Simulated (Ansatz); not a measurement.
The end point of a relaxation of Si2W. Method: r2SCAN (plane waves to 500 eV, PAW, scalar-relativistic; Ansatz, a quantum-chemistry and plane-wave program).

```
CELL_PARAMETERS angstrom
      4.58054     0.00000     0.00000
     -2.29027     3.96686     0.00000
      0.00000     0.00000     6.61114
ATOMIC_POSITIONS crystal
  W  0.50000 0.00000 0.00000
  W  0.50000 0.50000 0.33333
  W  0.00000 0.50000 0.66667
  Si 0.16357 0.32714 0.00000
  Si 0.83643 0.16357 0.33333
  Si 0.67286 0.83643 0.66667
  Si 0.83643 0.67286 0.00000
  Si 0.16357 0.83643 0.33333
  Si 0.32714 0.16357 0.66667
```

**Question.** Find the space group and the Wyckoff positions (tolerance 0.01 Å).

**Answer.** Space group P6₂22 (No. 180); a = b = 4.5805 Å, c = 6.6111 Å, α = β = 90.00°, γ = 120.00°

```
atom  site  symmetry       x       y       z
----  ----  --------  ------  ------  ------
W       3c       222  0.5000  0.0000  0.0000
Si      6i       ..2  0.1636  0.3271  0.0000
```

This is the AFLOW prototype AB2_hP9_180_d_j (C40, as in CrSi2).

**Question.** Give the shortest distances between elements (the closest pairs, up to four, under 3.6 Å).

**Answer.** Si–Si 2.56 Å; Si–W 2.58 Å; W–W 3.18 Å.

```yaml
volume_per_atom: 13.35 Å³
band_gap: 0.12 eV, indirect (valence top at L, conduction bottom at M) (no spin-orbit coupling)
smallest_direct_gap: 0.82 eV at M
```

No spin polarisation in the result. Without spin-orbit coupling the bands of the heavy element are not split, so the gap can be far off.

The run could not lose the symmetry of its start; a randomly shaken copy of 9 atoms returns to this structure.

The first start was generated by placing the elements on the sites of a structure type. Materials Project lists a structure of Si2W in the same space group, P6₂22 (No. 180); the sites were not compared with it, nor with measured phases. Known forms of Si2W include space group No. 139.
